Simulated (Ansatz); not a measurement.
SiNi₂ in space group Pnma (No. 62; Ni on 4c, Ni on 4c, Si on 4c) at seven volumes, r²SCAN in the plane-wave PAW code Ansatz, shape and atoms relaxed at each. One row is withheld.

```tsv
V (Å³/atom)	P (GPa)
9.701	25.12
10.021	15.13
10.341	6.83
10.660	0.00
10.980	-5.76
11.300	-10.44
11.620	?
```

### Question
Fit the shown pressures and predict the withheld one.

### Answer
P = (3/2)B₀(x^(7/2) − x^(5/2))[1 + (3/4)(B′ − 4)(x − 1)] with x = (V₀/V)^(2/3). Least squares on the six rows gives V₀ = 10.659 Å³/atom, B₀ = 209 GPa, B′ = 5.23. At V = 11.620, x = 0.9441 and P = -14.40 GPa. The run itself gave -14.06 GPa.

The r²SCAN relaxation kept the symmetry of its start. The workflow began spin-polarised and lost its moments.

Potentials: the later of the program's two PAW sets.
